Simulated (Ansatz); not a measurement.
Input file for Ansatz (a first-principles code):

Ansatz 0.2 input:
```yaml
crystal:
  lattice:
    - [5.9220696082, 0.0, 0.0]
    - [0.0, 5.9220696082, 0.0]
    - [0.0, 0.0, 5.9220696082]
  atoms:
    - { symbol: B, position: [0.25, 0.0, 0.5] }
    - { symbol: B, position: [0.5, 0.25, 0.0] }
    - { symbol: B, position: [0.5, 0.75, 0.0] }
    - { symbol: B, position: [0.75, 0.0, 0.5] }
    - { symbol: B, position: [0.0, 0.5, 0.75] }
    - { symbol: B, position: [0.0, 0.5, 0.25] }
    - { symbol: As, position: [0.25, 0.5, 0.0] }
    - { symbol: As, position: [0.0, 0.25, 0.5] }
    - { symbol: As, position: [0.0, 0.75, 0.5] }
    - { symbol: As, position: [0.75, 0.5, 0.0] }
    - { symbol: As, position: [0.5, 0.0, 0.75] }
    - { symbol: As, position: [0.5, 0.0, 0.25] }
kpoints:
  mp_grid: { grid: [4, 4, 4] }
  band_path:
    path:
      - [[0.0, 0.0, 0.0], [0.0, 0.5, 0.0], [0.5, 0.5, 0.0], [0.0, 0.0, 0.0], [0.5, 0.5, 0.5], [0.0, 0.5, 0.0]]  # Γ-X-M-Γ-R-X
      - [[0.5, 0.5, 0.5], [0.5, 0.5, 0.0]]  # R-M
      - [VBM, CBM]
    npoints: 12
basis: { xc_grid: 2 }
hamiltonian:
  xc: pbe
  pseudopotentials: { kind: paw }
magnetization: { noncollinear: true, spin_orbit: true }
scf:
  n_extra_bands: 24
  convergence: { dr2_threshold: 0.0000000001 }
  occupations: { method: gaussian, width: 0.01 }
checkpoint: { write: soc.run }
output: { eigenvalues: true }
```

Output (shortened):

```
Pseudopotentials: kind: paw_fr
Pseudopotential: B, paw_fr, valence charge 3
Pseudopotential: As, paw_fr, valence charge 15
Functional definition: PBE
non-collinear run that drives no moment, with spin-orbit …
Crystal: 12 atoms, lattice volume = 207.692 Å³
Basis set: ecut = 420 eV, 3959 PW (Γ), exchange–correlation on 80×80×80 points (8 copies of the dense FFT grid, shifted against one another)
Bands: 132, of which v1, the nominal top of the filled ones, is band 108 counted from 1 (107 counted from 0)
Symmetry: 48 space group operations + 48 with time reversal
k-points: 10 of 64
Projection manifold: j_resolved (fully-relativistic pseudo-atomic orbitals)
Initial density: superposition of atomic densities (chi_scale 0.1, normalization cell, long waves kept (reshape's long-wave potential 0.00 eV rms))
Initial wavefunctions: pseudopotential atomic-orbital guess
Eigensolver: davidson
Functional: x = pbe(κ = 0.804, μ = 0.2195149727645171), c = pbe(β = 0.06672455060314922)
SCF iter   1: F=—  HF=-30074.452303 eV  |F-HF|=—  |Δ(HF+E_count)|=         —  Δρ=6.78e-2  dr2=1.34e1  dr2_m=0.00e0 (ungated)  ethr=3.10e-3  |M|=0.00e0 ∫|m|=0.00e0 μB  |m|>n=0.0e0 m-floor=0.0e0 τ_xc=0.0e0  β_m=0.30  ⟨swp⟩=6.6  Hψ=3070  notcnv=0  defer=22
all-band conjugate gradients solve this SCF's bands
preconditioner: auto → Resta (q_TF=auto, 2.447 Å⁻¹)
spin=Noncollinear: Resta preconditioning applied to the charge; magnetization (m_x, m_y, m_z) channels mix plain (no charge-response kernel on spin).
SCF iter   2: F=—  HF=-30071.915097 eV  |F-HF|=—  |Δ(HF+E_count)|=    2.54e0  Δρ=4.27e-2  dr2=5.37e0  dr2_m=0.00e0 (ungated)  ethr=3.10e-3  |M|=0.00e0 ∫|m|=0.00e0 μB  |m|>n=0.0e0 m-floor=0.0e0 τ_xc=0.0e0  β_m=0.53  ⟨swp⟩=2.4  Hψ=981  notcnv=0  defer=176
SCF iter   3: F=—  HF=-30070.340263 eV  |F-HF|=—  |Δ(HF+E_count)|=    1.57e0  Δρ=1.06e-2  dr2=4.27e-1  dr2_m=0.00e0 (ungated)  ethr=3.10e-3  |M|=0.00e0 ∫|m|=0.00e0 μB  |m|>n=0.0e0 m-floor=0.0e0 τ_xc=0.0e0  β_m=0.70  ⟨swp⟩=2.8  Hψ=870  notcnv=0  defer=176
SCF iter   4: F=—  HF=-30070.254942 eV  |F-HF|=—  |Δ(HF+E_count)|=   8.53e-2  Δρ=3.11e-3  dr2=5.05e-2  dr2_m=0.00e0 (ungated)  ethr=3.95e-4  |M|=0.00e0 ∫|m|=0.00e0 μB  |m|>n=0.0e0 m-floor=0.0e0 τ_xc=0.0e0  β_m=0.69  ⟨swp⟩=3.6  Hψ=1324  notcnv=0  defer=182
SCF iter   5: F=—  HF=-30070.260874 eV  |F-HF|=—  |Δ(HF+E_count)|=   5.93e-3  Δρ=1.70e-3  dr2=1.04e-2  dr2_m=0.00e0 (ungated)  ethr=4.67e-5  |M|=0.00e0 ∫|m|=0.00e0 μB  |m|>n=0.0e0 m-floor=0.0e0 τ_xc=0.0e0  β_m=0.85  ⟨swp⟩=2.0  Hψ=1138  notcnv=0  defer=182
SCF iter   6: F=—  HF=-30070.277852 eV  |F-HF|=—  |Δ(HF+E_count)|=   1.70e-2  Δρ=4.33e-4  dr2=5.34e-4  dr2_m=0.00e0 (ungated)  ethr=9.63e-6  |M|=0.00e0 ∫|m|=0.00e0 μB  |m|>n=0.0e0 m-floor=0.0e0 τ_xc=0.0e0  β_m=0.92  ⟨swp⟩=3.4  Hψ=863  notcnv=0  defer=182
SCF iter   7: F=—  HF=-30070.279680 eV  |F-HF|=—  |Δ(HF+E_count)|=   1.83e-3  Δρ=1.02e-4  dr2=2.29e-5  dr2_m=0.00e0 (ungated)  ethr=4.94e-7  |M|=0.00e0 ∫|m|=0.00e0 μB  |m|>n=0.0e0 m-floor=0.0e0 τ_xc=0.0e0  β_m=0.96  ⟨swp⟩=2.8  Hψ=851  notcnv=0  defer=182
SCF iter   8: F=—  HF=-30070.279832 eV  |F-HF|=—  |Δ(HF+E_count)|=   1.52e-4  Δρ=1.38e-5  dr2=3.01e-7  dr2_m=0.00e0 (ungated)  ethr=2.12e-8  |M|=0.00e0 ∫|m|=0.00e0 μB  |m|>n=0.0e0 m-floor=0.0e0 τ_xc=0.0e0  β_m=0.98  ⟨swp⟩=2.6  Hψ=1144  notcnv=0  defer=182
SCF iter  11: F=-30070.279791 eV  HF=-30070.279791 eV  |F-HF|=3.27e-11  |Δ(HF+E_count)|=  4.66e-10  Δρ=4.75e-8  dr2=4.54e-12  dr2_m=0.00e0 (ungated)  ethr=1.00e-12  |M|=0.00e0 ∫|m|=0.00e0 μB  |m|>n=0.0e0 m-floor=0.0e0 τ_xc=0.0e0  ⟨swp⟩=11.7  Hψ=2651  notcnv=0
SCF 1 converged in 11 iterations: F = -30070.279791 eV  dr2 = 4.54e-12
NSCF: frozen V_eff on 20 k-points
NSCF: frozen V_eff on 20 k-points
NSCF: frozen V_eff on 20 k-points
NSCF: frozen V_eff on 5 k-points
NSCF: frozen V_eff on 3 k-points
NSCF: frozen V_eff on 11 k-points
NSCF: frozen V_eff on 11 k-points
NSCF: frozen V_eff on 11 k-points
NSCF: frozen V_eff on 8 k-points
NSCF: frozen V_eff on 87 k-points
SCF converged after 11 iterations
Magnetization: |M| = 0.0000 μB,  M = (+0.0000, +0.0000, +0.0000) μB
Absolute magnetization: 0.0000 μB (∫|m|)
  site 0: m = (+0.0000, +0.0000, +0.0000) μB, |m| = 0.0000 μB  (R = 0.86 Å)
  site 1: m = (+0.0000, +0.0000, +0.0000) μB, |m| = 0.0000 μB  (R = 0.86 Å)
  site 2: m = (+0.0000, +0.0000, +0.0000) μB, |m| = 0.0000 μB  (R = 0.86 Å)
  site 3: m = (+0.0000, +0.0000, +0.0000) μB, |m| = 0.0000 μB  (R = 0.86 Å)
  site 4: m = (+0.0000, +0.0000, +0.0000) μB, |m| = 0.0000 μB  (R = 0.86 Å)
  site 5: m = (+0.0000, +0.0000, +0.0000) μB, |m| = 0.0000 μB  (R = 0.86 Å)
  site 6: m = (+0.0000, +0.0000, +0.0000) μB, |m| = 0.0000 μB  (R = 0.86 Å)
  site 7: m = (+0.0000, +0.0000, +0.0000) μB, |m| = 0.0000 μB  (R = 0.86 Å)
  site 8: m = (+0.0000, +0.0000, +0.0000) μB, |m| = 0.0000 μB  (R = 0.86 Å)
  site 9: m = (+0.0000, +0.0000, +0.0000) μB, |m| = 0.0000 μB  (R = 0.86 Å)
  site 10: m = (+0.0000, +0.0000, +0.0000) μB, |m| = 0.0000 μB  (R = 0.86 Å)
  site 11: m = (+0.0000, +0.0000, +0.0000) μB, |m| = 0.0000 μB  (R = 0.86 Å)
Free energy (F): -30070.279791 eV
Harris-Foulkes:  -30070.279791 eV  (|F-HF|=3.27e-11)
Internal energy: -30070.279791 eV  (E = F + TS)
E sigma→0 (E₀):  -30070.279791 eV
Fermi energy:    8.184410 eV
--- Per-component energies (eV) ---
  E_band       = -1588.847904
  E_kinetic    = 903.335913
  E_local      = -12713.207899  (includes V_loc(G=0)·N_el)
  E_nonlocal   = -3945.000811
  E_hartree    = 6752.092539
  E_xc         = -664.152283
  E_vxc        = -699.662229  (∫ρ·V_xc dr)
  E_paw        = -11493.043807  (= ΣΔE_a)
  E_vpaw       = 1361.501931  (= ΣTr[D̂ρ^β])
  E_aug_tail   = 0.000028  (compensation charges beyond the density's cutoff)
  E_ewald      = -8910.303471
  E_smearing   =  0.000000  (= −TS)
  E_closure    =  0.000000  (closes the sum)
  Σ components = -30070.279791   (vs F -30070.279791, Δ=0.00e0)
  [band-id]    e_kinetic+e_local+e_nonlocal+2·e_hartree+e_vxc+e_vpaw+e_augmentation_tail = -1588.847989   (vs E_band -1588.847904, Δ=-8.51e-5)
--- Band table (eV; the first three rows and the last of 10) ---
  k-point 0: bands = ["-28.2269", "-28.2269", "-28.2269", "-28.2269", "-28.2266", "-28.2266", "-28.2187", "-28.2187", "-28.2177", "-28.2177", "-28.2177", "-28.2177", "-28.2089", "-28.2089", "-28.2089", "-28.2089", "-28.2086", "-28.2086", "-28.2075", "-28.2075", "-28.2075", "-28.2075", "-28.2049", "-28.2049", "-27.5060", "-27.5060", "-27.5060", "-27.5060", "-27.5057", "-27.5057", "-27.5009", "-27.5009", "-27.5009", "-27.5009", "-27.5003", "-27.5003", "-27.4896", "-27.4896", "-27.4882", "-27.4882", "-27.4882", "-27.4882", "-27.4850", "-27.4850", "-27.4824", "-27.4824", "-27.4824", "-27.4824", "-27.4774", "-27.4774", "-27.4769", "-27.4769", "-27.4769", "-27.4769", "-27.4764", "-27.4764", "-27.4747", "-27.4747", "-27.4747", "-27.4747", "-6.8253", "-6.8253", "-5.1043", "-5.1043", "-5.1043", "-5.1043", "-2.7197", "-2.7197", "-2.7197", "-2.7197", "-2.7172", "-2.7172", "-0.6894", "-0.6894", "-0.6894", "-0.6894", "0.3165", "0.3165", "0.3165", "0.3165", "0.3678", "0.3678", "0.6801", "0.6801", "4.0837", "4.0837", "4.1645", "4.1645", "4.1645", "4.1645", "5.0317", "5.0317", "5.0317", "5.0317", "5.0481", "5.0481", "5.3385", "5.3385", "5.3385", "5.3385", "5.4370", "5.4370", "7.7207", "7.7207", "7.9019", "7.9019", "7.9019", "7.9019", "8.8737", "8.8737", "8.8737", "8.8737", "8.8959", "8.8959", "10.7063", "10.7063", "10.7518", "10.7518", "10.7518", "10.7518", "11.5454", "11.5454", "11.6775", "11.6775", "12.1043", "12.1043", "12.1043", "12.1043", "12.3292", "12.3292", "13.7078", "13.7078"]
  k-point 1: bands = ["-28.2269", "-28.2269", "-28.2268", "-28.2268", "-28.2254", "-28.2254", "-28.2194", "-28.2194", "-28.2181", "-28.2181", "-28.2178", "-28.2178", "-28.2089", "-28.2089", "-28.2089", "-28.2089", "-28.2085", "-28.2085", "-28.2077", "-28.2077", "-28.2071", "-28.2071", "-28.2052", "-28.2052", "-27.5060", "-27.5060", "-27.5059", "-27.5059", "-27.5030", "-27.5030", "-27.5009", "-27.5009", "-27.5005", "-27.5005", "-27.4988", "-27.4988", "-27.4908", "-27.4908", "-27.4888", "-27.4888", "-27.4883", "-27.4883", "-27.4870", "-27.4870", "-27.4835", "-27.4835", "-27.4826", "-27.4826", "-27.4777", "-27.4777", "-27.4771", "-27.4771", "-27.4766", "-27.4766", "-27.4764", "-27.4764", "-27.4748", "-27.4748", "-27.4747", "-27.4747", "-6.6388", "-6.6388", "-5.4563", "-5.4563", "-4.8927", "-4.8927", "-3.3574", "-3.3574", "-2.6879", "-2.6879", "-2.6867", "-2.6867", "-0.7378", "-0.7378", "-0.7038", "-0.7038", "0.2590", "0.2590", "0.2816", "0.2816", "1.2308", "1.2308", "1.6363", "1.6363", "3.9158", "3.9158", "3.9281", "3.9281", "4.2862", "4.2862", "4.4059", "4.4059", "4.8438", "4.8438", "4.8866", "4.8866", "5.1540", "5.1540", "5.7519", "5.7519", "5.8017", "5.8017", "6.3589", "6.3589", "7.5673", "7.5673", "7.6774", "7.6774", "8.5624", "8.5624", "9.3032", "9.3032", "9.7774", "9.7774", "9.7780", "9.7780", "10.9252", "10.9252", "10.9639", "10.9639", "12.2196", "12.2196", "12.3296", "12.3296", "12.5002", "12.5002", "12.6824", "12.6824", "13.4761", "13.4761", "13.5263", "13.5263"]
  k-point 2: bands = ["-28.2268", "-28.2268", "-28.2268", "-28.2268", "-28.2222", "-28.2222", "-28.2222", "-28.2222", "-28.2180", "-28.2180", "-28.2180", "-28.2180", "-28.2089", "-28.2089", "-28.2089", "-28.2089", "-28.2081", "-28.2081", "-28.2081", "-28.2081", "-28.2061", "-28.2061", "-28.2061", "-28.2061", "-27.5060", "-27.5060", "-27.5060", "-27.5060", "-27.5008", "-27.5008", "-27.5008", "-27.5008", "-27.4959", "-27.4959", "-27.4959", "-27.4959", "-27.4938", "-27.4938", "-27.4938", "-27.4938", "-27.4885", "-27.4885", "-27.4885", "-27.4885", "-27.4832", "-27.4832", "-27.4832", "-27.4832", "-27.4776", "-27.4776", "-27.4776", "-27.4776", "-27.4764", "-27.4764", "-27.4764", "-27.4764", "-27.4748", "-27.4748", "-27.4748", "-27.4748", "-6.1217", "-6.1217", "-6.1217", "-6.1217", "-4.2762", "-4.2762", "-4.2762", "-4.2762", "-2.6542", "-2.6542", "-2.6542", "-2.6542", "-0.7365", "-0.7365", "-0.7365", "-0.7365", "0.2029", "0.2029", "0.2029", "0.2029", "2.8758", "2.8758", "2.8758", "2.8758", "3.8203", "3.8203", "3.8203", "3.8203", "4.0459", "4.0459", "4.0459", "4.0459", "4.2725", "4.2725", "4.2725", "4.2725", "4.6868", "4.6868", "4.6868", "4.6868", "6.6937", "6.6937", "6.6937", "6.6937", "7.0697", "7.0697", "7.0697", "7.0697", "8.4671", "8.4671", "8.4671", "8.4671", "11.1402", "11.1402", "11.1402", "11.1402", "11.1867", "11.1867", "11.1867", "11.1867", "12.5017", "12.5017", "12.5017", "12.5017", "12.8350", "12.8350", "12.8350", "12.8350", "12.9498", "12.9498", "12.9498", "12.9498"]
  k-point 9: bands = ["-28.2227", "-28.2227", "-28.2227", "-28.2227", "-28.2227", "-28.2227", "-28.2227", "-28.2227", "-28.2211", "-28.2211", "-28.2211", "-28.2211", "-28.2080", "-28.2080", "-28.2080", "-28.2080", "-28.2080", "-28.2080", "-28.2080", "-28.2080", "-28.2069", "-28.2069", "-28.2069", "-28.2069", "-27.4965", "-27.4965", "-27.4965", "-27.4965", "-27.4965", "-27.4965", "-27.4965", "-27.4965", "-27.4957", "-27.4957", "-27.4957", "-27.4957", "-27.4940", "-27.4940", "-27.4940", "-27.4940", "-27.4940", "-27.4940", "-27.4940", "-27.4940", "-27.4919", "-27.4919", "-27.4919", "-27.4919", "-27.4780", "-27.4780", "-27.4780", "-27.4780", "-27.4755", "-27.4755", "-27.4755", "-27.4755", "-27.4755", "-27.4755", "-27.4755", "-27.4755", "-4.8454", "-4.8454", "-4.8454", "-4.8454", "-4.8454", "-4.8454", "-4.8454", "-4.8454", "-4.8401", "-4.8401", "-4.8401", "-4.8401", "1.8349", "1.8349", "1.8349", "1.8349", "2.3426", "2.3426", "2.3426", "2.3426", "2.3426", "2.3426", "2.3426", "2.3426", "2.3999", "2.3999", "2.3999", "2.3999", "4.2118", "4.2118", "4.2118", "4.2118", "4.2987", "4.2987", "4.2987", "4.2987", "4.2987", "4.2987", "4.2987", "4.2987", "5.3968", "5.3968", "5.3968", "5.3968", "5.3968", "5.3968", "5.3968", "5.3968", "10.9880", "10.9880", "10.9880", "10.9880", "10.9880", "10.9880", "10.9880", "10.9880", "11.0193", "11.0193", "11.0193", "11.0193", "12.4143", "12.4143", "12.4143", "12.4143", "12.4143", "12.4143", "12.4143", "12.4143", "13.1221", "13.1221", "13.1221", "13.1221"]
  band table: 132 of 132 bands, residual norms ≤ 1.0e-3 eV
```

Cost: about 13 core-minutes (a rough figure) on shared cores.

Space group Pm-3n. The start of the workflow was typed in or built on a structure type; neither database checked (COD, Materials Project) lists it. It is not the phase usual at ambient conditions (space group No. 216). The PBE relaxation kept the symmetry of its start; whether a distortion lowers the energy is not shown. Its formation energy is positive at this level, so the cell may be metastable or incomplete.

Potentials: the later of the program's two PAW sets.

Ansatz is a plane-wave DFT program.
